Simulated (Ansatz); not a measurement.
CaO (rock salt, Fm-3m), PBEsol in the plane-wave PAW code Ansatz: ε∞ = 3.86, cell volume 27.08 Å³. Infrared-active transverse modes:

```
ω_TO (cm⁻¹)  oscillator strength S_xx (e²/amu)
-----------  ---------------------------------
272.9                                   0.4873
```

**Question.** Compute the static dielectric constant.

**Answer.** Each mode adds (4.921e7/V) S/ω²: 11.89. So ε0 = 15.7.

**Question.** What LO frequency does the Lyddane–Sachs–Teller relation give?

**Answer.** ω_LO = ω_TO √(ε0/ε∞) = 551 cm⁻¹.

The cell was relaxed with PBEsol under the symmetry of its start; phonons on a q-mesh show no instability.

Potentials: the later of the program's two PAW sets.
